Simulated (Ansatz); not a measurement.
Ansatz (a quantum-chemistry and plane-wave program) input:

Ansatz 0.2 input:
```yaml
crystal:
  lattice:
    - [5.2282360924, 0.0, 0.0]
    - [0.0, 5.0172242353, 0.0]
    - [0.0, 0.0, 5.0415275163]
  atoms:
    - { symbol: Hf, position: [0.0329049038, 0.2675609773, 0.2423030635] }
    - { symbol: Hf, position: [0.9670950962, 0.7324390227, 0.7423030635] }
    - { symbol: Hf, position: [0.4670950962, 0.2675609773, 0.7423030635] }
    - { symbol: Hf, position: [0.5329049038, 0.7324390227, 0.2423030635] }
    - { symbol: O, position: [0.3679872164, 0.0717268019, 0.3799118799] }
    - { symbol: O, position: [0.6320127836, 0.9282731981, 0.8799118799] }
    - { symbol: O, position: [0.1320127836, 0.0717268019, 0.8799118799] }
    - { symbol: O, position: [0.8679872164, 0.9282731981, 0.3799118799] }
    - { symbol: O, position: [0.7340198131, 0.4596714302, 0.4907850567] }
    - { symbol: O, position: [0.2659801869, 0.5403285698, 0.9907850567] }
    - { symbol: O, position: [0.7659801869, 0.4596714302, 0.9907850567] }
    - { symbol: O, position: [0.2340198131, 0.5403285698, 0.4907850567] }
kpoints:
  mp_grid: { grid: [5, 5, 5] }
  band_path:
    path:
      - [[0.0, 0.0, 0.0], [0.5, 0.0, 0.0], [0.5, 0.5, 0.0], [0.0, 0.5, 0.0], [0.0, 0.0, 0.0], [0.0, 0.0, 0.5], [0.5, 0.0, 0.5], [0.5, 0.5, 0.5], [0.0, 0.5, 0.5], [0.0, 0.0, 0.5]]  # Γ-X-S-Y-Γ-Z-U-R-T-Z
      - [[0.5, 0.0, 0.0], [0.5, 0.0, 0.5]]  # X-U
      - [[0.0, 0.5, 0.0], [0.0, 0.5, 0.5]]  # Y-T
      - [[0.5, 0.5, 0.0], [0.5, 0.5, 0.5]]  # S-R
      - [VBM, CBM]
    npoints: 6
basis: { xc_grid: 2 }
hamiltonian:
  xc: pbesol
  pseudopotentials: { kind: paw }
magnetization: { noncollinear: true, spin_orbit: true }
scf:
  n_extra_bands: 24
  convergence: { dr2_threshold: 0.0000000001 }
  occupations: { method: gaussian, width: 0.01 }
checkpoint: { write: soc.run }
output: { eigenvalues: true }
```

Output (shortened):

```
Pseudopotentials: kind: paw_fr
Pseudopotential: Hf, paw_fr, valence charge 26
Pseudopotential: O, paw_fr, valence charge 6
Functional definition: PBEsol
non-collinear run that drives no moment, with spin-orbit …
Crystal: 12 atoms, lattice volume = 132.245 Å³
Basis set: ecut = 420 eV, 2597 PW (Γ), exchange–correlation on 72×72×72 points (8 copies of the dense FFT grid, shifted against one another)
Bands: 176, of which v1, the nominal top of the filled ones, is band 152 counted from 1 (151 counted from 0)
Symmetry: 4 space group operations + 4 with time reversal
k-points: 27 of 125 (time reversal used)
Projection manifold: j_resolved (fully-relativistic pseudo-atomic orbitals)
PAW frozen core: Hf, regenerated for the run's functional, and the local potential with it
PAW frozen core: O, regenerated for the run's functional, and the local potential with it
Initial density: superposition of atomic densities (chi_scale 0.1, normalization cell, long waves kept (reshape's long-wave potential 0.01 eV rms))
Initial wavefunctions: pseudopotential atomic-orbital guess
Eigensolver: davidson
Functional: x = pbesol(κ = 0.804, μ = 0.12345679012345678), c = pbesol(β = 0.046)
all-band conjugate gradients solve this SCF's bands
spin=Noncollinear: Resta preconditioning applied to the charge; magnetization (m_x, m_y, m_z) channels mix plain (no charge-response kernel on spin).
SCF 1 converged in 13 iterations: F = -66973.726535 eV  dr2 = 5.35e-11
SCF converged after 13 iterations
Magnetization: |M| = 0.0000 μB,  M = (+0.0000, +0.0000, +0.0000) μB
Absolute magnetization: 0.0000 μB (∫|m|)
  site 0: m = (+0.0000, +0.0000, +0.0000) μB, |m| = 0.0000 μB  (R = 0.84 Å)
  site 1: m = (+0.0000, +0.0000, +0.0000) μB, |m| = 0.0000 μB  (R = 0.84 Å)
  site 2: m = (+0.0000, +0.0000, +0.0000) μB, |m| = 0.0000 μB  (R = 0.84 Å)
  site 3: m = (+0.0000, +0.0000, +0.0000) μB, |m| = 0.0000 μB  (R = 0.84 Å)
  site 4: m = (+0.0000, +0.0000, +0.0000) μB, |m| = 0.0000 μB  (R = 0.84 Å)
  site 5: m = (+0.0000, +0.0000, +0.0000) μB, |m| = 0.0000 μB  (R = 0.84 Å)
  site 6: m = (+0.0000, +0.0000, +0.0000) μB, |m| = 0.0000 μB  (R = 0.84 Å)
  site 7: m = (+0.0000, +0.0000, +0.0000) μB, |m| = 0.0000 μB  (R = 0.84 Å)
  site 8: m = (+0.0000, +0.0000, +0.0000) μB, |m| = 0.0000 μB  (R = 0.87 Å)
  site 9: m = (+0.0000, +0.0000, +0.0000) μB, |m| = 0.0000 μB  (R = 0.87 Å)
  site 10: m = (+0.0000, +0.0000, +0.0000) μB, |m| = 0.0000 μB  (R = 0.87 Å)
  site 11: m = (+0.0000, +0.0000, +0.0000) μB, |m| = 0.0000 μB  (R = 0.87 Å)
Free energy (F): -66973.726535 eV
Harris-Foulkes:  -66973.726535 eV  (|F-HF|=1.46e-11)
Internal energy: -66973.726535 eV  (E = F + TS)
E sigma→0 (E₀):  -66973.726535 eV
Fermi energy:    17.130053 eV
--- Per-component energies (eV) ---
  E_band       = 139.024894
  E_kinetic    = 3088.500900
  E_local      = -23432.234488  (includes V_loc(G=0)·N_el)
  E_nonlocal   = -4568.024894
  E_hartree    = 10730.688376
  E_xc         = -1773.157258
  E_vxc        = -1812.986047  (∫ρ·V_xc dr)
  E_paw        = -28518.651391  (= ΣΔE_a)
  E_vpaw       = 5402.372608  (= ΣTr[D̂ρ^β])
  E_aug_tail   = 0.019730  (compensation charges beyond the density's cutoff)
  E_ewald      = -22506.173964
  E_core_change = 5.306454  (= ΣΔE_core)
  E_smearing   =  0.000000  (= −TS)
  E_closure    =  0.000000  (closes the sum)
  Σ components = -66973.726535   (vs F -66973.726535, Δ=0.00e0)
--- Band table (eV; the first three rows and the last of 27) ---
  k-point 0: bands = ["-45.1936", "-45.1936", "-45.1726", "-45.1726", "-45.1723", "-45.1723", "-45.1704", "-45.1704", "-19.6560", "-19.6560", "-19.6375", "-19.6375", "-19.6355", "-19.6355", "-19.5155", "-19.5155", "-12.2970", "-12.2970", "-12.2784", …
  k-point 1: bands = ["-45.1914", "-45.1914", "-45.1726", "-45.1726", "-45.1726", "-45.1726", "-45.1724", "-45.1724", "-19.6509", "-19.6509", "-19.6381", "-19.6381", "-19.6279", "-19.6279", "-19.5281", "-19.5281", "-12.2970", "-12.2970", "-12.2517", …
  k-point 2: bands = ["-45.1856", "-45.1856", "-45.1784", "-45.1784", "-45.1725", "-45.1725", "-45.1724", "-45.1724", "-19.6450", "-19.6450", "-19.6409", "-19.6409", "-19.5995", "-19.5995", "-19.5606", "-19.5606", "-12.2656", "-12.2656", "-12.2219", …
  k-point 26: bands = ["-45.1799", "-45.1799", "-45.1778", "-45.1778", "-45.1760", "-45.1760", "-45.1751", "-45.1751", "-19.6266", "-19.6222", "-19.6175", "-19.6154", "-19.6118", "-19.6091", "-19.6019", "-19.5985", "-12.2580", "-12.2482", "-12.2284", …
  band table: 176 of 176 bands, residual norms ≤ 1.0e-3 eV
```

Cost: about 20 core-minutes (a rough figure) on shared cores.

Space group Pca2_1. Symmetry was held in the PBEsol relaxation. No spin polarisation was allowed.

Potentials: the later of the program's two PAW sets.

Ansatz is a plane-wave DFT program.
